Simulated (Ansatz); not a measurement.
Cu:
Space group I4/mmm (No. 139); a = b = 2.8960 Å, c = 2.7379 Å, α = β = γ = 90.00°

```csv
atom,site,symmetry,x,y,z
Cu,2a,4/mmm,0.0000,0.0000,0.0000
```
(The calculation used a cell of 1 atom; values per cell refer to that cell.)

Relaxed at zero pressure with plane-wave PAW r²SCAN (Ansatz code).

Task: The volume is lowered by 9 % and shape and atoms relax at that volume. What pressure results, and how do the axes share the change?

Result: 19.2 GPa; a -3.6 %, b -3.6 %, c -2.0 %; the energy rises by 56 meV/atom.

Task: Give the new structure.

Result: 
Space group I4/mmm (No. 139); a = b = 2.7903 Å, c = 2.6837 Å, α = β = γ = 90.00°

```csv
atom,site,symmetry,x,y,z
Cu,2a,4/mmm,0.0000,0.0000,0.0000
```

The phase is kept; no other phase was compared at this pressure.

The first step of the workflow began from a Materials Project structure, measured or hypothetical; the Crystallography Open Database copy checked does not list it. It is not the phase usual at ambient conditions (space group No. 225). The cell was relaxed with r²SCAN under the symmetry of its start. At this level the phase is mechanically unstable. The run is not spin-polarised. Axis ratios of metals converge slowly with the k-mesh, so a and c are less sure than the volume.

Potentials: the later of the program's two PAW sets.
